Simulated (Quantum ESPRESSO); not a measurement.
TiO$_{2}$ is modelled in the orthorhombic space group Pnma (No. 62), Pearson symbol oP12. Lattice parameters: a = 9.4596 Å, b = 2.9662 Å, c = 4.8806 Å, α = β = γ = 90.00°. O1 on 4c is surrounded by 2 Ti at 1.916 Å and 1 Ti at 2.070 Å (trigonal pyramidal). O2 on 4c is surrounded by 1 Ti at 1.888 Å and 2 Ti at 2.011 Å. Ti on 4c sees 3 O at 1.888–1.916 Å and 3 O at 2.011–2.070 Å (octahedral). (Neighbours: up to the widest gap in distance over summed covalent radii, below 1.35, at either atom; cation-cation contacts left out.)

The geometry is that of Materials Project entry mp-9173, symmetrised and not relaxed again.

Task: What does norm-conserving PBEsol (Quantum ESPRESSO, 84 Ry, scalar-relativistic) give for the electronic structure near the Fermi level?

Result: The PBEsol gap is indirect, 2.55 eV, from 20 % of the way from Γ to X to 60 % of the way from Γ to X; the smallest direct gap is 2.65 eV. 

This is not the ordinary phase of the substance.

Letters of k points follow the standard setting of the lattice, whose axes may be ordered differently from the printed cell.
